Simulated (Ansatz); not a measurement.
Tl2S:
```yaml
crystal:
  lattice:
    - [5.28090, 0.00000, 0.00000]
    - [-2.64045, 4.57339, 0.00000]
    - [0.00000, 0.00000, 6.75230]
  atoms:
    - { symbol: S, position: [0.33333, 0.66667, 0.25000] }
    - { symbol: S, position: [0.66667, 0.33333, 0.75000] }
    - { symbol: Tl, position: [0.00000, 0.00000, 0.00000] }
    - { symbol: Tl, position: [0.00000, 0.00000, 0.50000] }
    - { symbol: Tl, position: [0.66667, 0.33333, 0.25000] }
    - { symbol: Tl, position: [0.33333, 0.66667, 0.75000] }
```

Relaxed with r²SCAN+D4.

### Question
Give the Bader charges and basin volumes of the independent atoms, r²SCAN+D4 in the plane-wave PAW code Ansatz.

### Answer


| atom | Bader charge (e) | Bader volume (Å³) |
|---|---|---|
| S1 | -0.99 | 28.4 |
| Tl3 | +0.50 | 26.9 |
| Tl5 | +0.49 | 26.2 |

Space group P6_3/mmc. The workflow started from an entry of the Crystallography Open Database (COD), which files this formula under 2 space groups. Whether it is the stable phase at ambient conditions was not checked. Symmetry was held in the r²SCAN+D4 relaxation; its stability against distortions is not shown here. The volume moved by -39 % from the start of the relaxation. The volume fell by over 15 % from the filed cell, which may lack light atoms or belong to other conditions. Spin–orbit coupling is left out wherever it is not named.

Potentials: the later of the program's two PAW sets.
